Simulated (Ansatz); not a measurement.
Starting cell, ZnSe (zinc blende):

```
CELL_PARAMETERS angstrom
      0.00000     2.83273     2.83273
      2.83273     0.00000     2.83273
      2.83273     2.83273     0.00000
ATOMIC_POSITIONS crystal
  Se 0.75000 0.75000 0.75000
  Zn 0.00000 0.00000 0.00000
```

In this cell atom 1 (Se, nearest neighbour Zn at 2.453 Å; its periodic images, 4.0 Å or more away, move with it) is moved by u·(1.000, 0.000, 0.000) + v·(0.000, 1.000, 0.000); the rest is frozen.

Level of theory: r2SCAN (plane waves to 500 eV, PAW, scalar-relativistic; Ansatz, a first-principles code). k mesh 8×8×8 (Γ-centred), Fermi-Dirac smearing 0.05 eV. The energy includes the smearing's −TS. ZnSe was relaxed with its symmetry unable to fall.

Changes of ΔE (meV/cell) from the point u = 0.000 Å, v = 0.000 Å when one coordinate moves alone (two changes are said to add if the coupling is within 5 % of the smaller one, nearly so within 20 %):

| point | change |
|---|---|
| u = 0.000 Å, v = -0.370 Å | 362.3 |
| u = 0.000 Å, v = -0.247 Å | 164.4 |
| u = 0.000 Å, v = -0.123 Å | 41.6 |
| u = -0.370 Å, v = 0.000 Å | 362.3 |
| u = -0.247 Å, v = 0.000 Å | 164.4 |
| u = -0.123 Å, v = 0.000 Å | 41.6 |
| u = 0.123 Å, v = 0.000 Å | 41.6 |
| u = 0.247 Å, v = 0.000 Å | 164.4 |
| u = 0.370 Å, v = 0.000 Å | 362.3 |
| u = 0.000 Å, v = 0.123 Å | 41.6 |
| u = 0.000 Å, v = 0.247 Å | 164.4 |
| u = 0.000 Å, v = 0.370 Å | 362.3 |

Q: Do the two effects add at u = 0.247 Å, v = -0.123 Å? Give the computed change.

A: The sum of the single changes is 164.4 + (41.6) = 206.0; the calculation gives 214.8, so the coupling contributes 8.8 (over 20 % of the smaller single change, not additive).

Q: Do the two effects add at u = 0.123 Å, v = 0.370 Å? Give the computed change.

A: The sum of the single changes is 41.6 + (362.3) = 403.9; the calculation gives 423.5, so the coupling contributes 19.6 (over 20 % of the smaller single change, not additive).

(A displaced cell: forces are minus the slopes of the energy, force constants its curvatures, and phonons follow from these.)
